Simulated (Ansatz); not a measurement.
Clean, relaxed (100) surface of AlNi, space group Pm-3m (No. 221) (top face towards +c; atoms held fixed, by place in the list: 1, 2, 3):

```yaml
crystal:
  lattice:
    - [2.86217, 0.00000, 0.00000]
    - [0.00000, 2.86217, 0.00000]
    - [0.00000, 0.00000, 25.58650]
  atoms:
    - { symbol: Ni, position: [0.50000, 0.50000, 0.33221] }
    - { symbol: Al, position: [0.00000, 0.00000, 0.38814] }
    - { symbol: Ni, position: [0.50000, 0.50000, 0.44407] }
    - { symbol: Al, position: [0.00000, 0.00000, 0.49966] }
    - { symbol: Ni, position: [0.50000, 0.50000, 0.55420] }
    - { symbol: Al, position: [0.00000, 0.00000, 0.61325] }
    - { symbol: Ni, position: [0.50000, 0.50000, 0.66322] }
```

Level of theory: Ansatz 0.2.0, DFT PBEsol, scalar-relativistic, plane waves, PAW. Settings: cutoff 420 eV, Γ-centred mesh 10×10×1 on the computed 7-atom cell, Gaussian smearing of 0.10 eV; no spin polarisation. A dipole correction removes the field between periodic images along c.

F (atom) is put at the bridge (Ni-Ni) at (0.00, 0.50) site, one adsorbate per 8.2 Å², and relaxed. The adsorption energy is E(slab + adsorbate) − E(slab) − E(free adsorbate, spin-polarised where open-shell). Heights count from the highest slab atom after relaxation. Bonded neighbours lie within 1.25 times the sum of covalent radii (1.35 for H) and, on that scale, within 12 % of the closest. With the adsorbate the cell is lengthened along c to keep the vacuum.

Q: How strongly does it bind, and where does its anchoring atom end?

A: -4.14 eV; at (0.00, 0.50), 2 bonded neighbours (Ni).

Q: How high does its anchoring atom sit over the highest slab atom, and what is the shortest contact with the surface?

A: 1.27 Å; F–Ni 1.91 Å.

Q: The clean face has a work function of 4.79 eV. How does the adsorbate change it?

A: By +2.94 eV.

Each end is the local minimum or symmetric point that its start leads to.

Spin polarisation was left out, and a magnetic state may lie lower.